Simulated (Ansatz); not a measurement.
SiW:
```yaml
crystal:
  lattice:
    - [0.00000, 2.49003, 2.49003]
    - [2.49003, 0.00000, 2.49003]
    - [2.49003, 2.49003, 0.00000]
  atoms:
    - { symbol: Si, position: [0.00000, 0.00000, 0.00000] }
    - { symbol: W, position: [0.50000, 0.50000, 0.50000] }
```

Relaxed with PBEsol. Special points in fractions of this cell's reciprocal vectors: Γ (0.000, 0.000, 0.000); X (0.500, 0.000, 0.500); U (0.625, 0.250, 0.625); K (0.375, 0.375, 0.750); L (0.500, 0.500, 0.500); W (0.500, 0.250, 0.750).

**Question.** List the band energies nearest the Fermi level at these points for PBEsol in the plane-wave PAW code Ansatz.

**Answer.** In eV from the Fermi level; about four levels below and three above (degenerate sets whole), none deeper than 8.9 eV; … stands for higher levels left out; points with the same levels are listed once.

```
k                          below           above
-  -----------------------------  --------------
Γ  -2.13 -2.13 -2.13 -1.52 -1.52               …
X        -4.22 -0.31 -0.30 -0.30          1.24 …
U        -5.14 -4.43 -2.78 -1.09  0.94 2.22 2.40
L        -7.80 -7.44 -4.02 -4.02  0.74 0.74 1.67
W        -8.43 -4.46 -4.46 -4.19  0.57 1.19 1.19
```

Space group Fm-3m (rock salt). A made-up cell: these elements were put on the sites of a structure type; neither database checked (COD, Materials Project) lists it. Whether it is the stable phase at ambient conditions was not checked. Symmetry was held in the PBEsol relaxation. At this level the phase is mechanically unstable. No spin polarisation was allowed. Scalar-relativistic: spin–orbit coupling is off unless named, which matters more the heavier the elements.

Potentials: the later of the program's two PAW sets.
